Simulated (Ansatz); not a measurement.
NaCl3 (A15 (Cr3Si type), Pm-3n) at seven volumes, plane-wave PAW r²SCAN (Ansatz code), scaled uniformly. One row is withheld.

```
V (Å³/atom)  P (GPa)
-----------  -------
18.524             ?
19.135          2.56
19.745          1.17
20.356          0.00
20.967         -0.98
21.577         -1.79
22.188         -2.47
```

Fit the shown pressures and predict the withheld one.

P = (3/2)B₀(x^(7/2) − x^(5/2))[1 + (3/4)(B′ − 4)(x − 1)] with x = (V₀/V)^(2/3). Least squares on the six rows gives V₀ = 20.356 Å³/atom, B₀ = 35.5 GPa, B′ = 4.98. At V = 18.524, x = 1.0649 and P = 4.24 GPa. The run itself gave 4.22 GPa.

The workflow started from a Materials Project entry (that database holds measured and hypothetical structures alike); the Crystallography Open Database copy checked does not list it. Its standing as an ambient phase is unchecked. The r²SCAN relaxation kept the symmetry of its start. At this level the phase is dynamically unstable (imaginary phonons).

Potentials: the earlier of the program's two PAW sets.
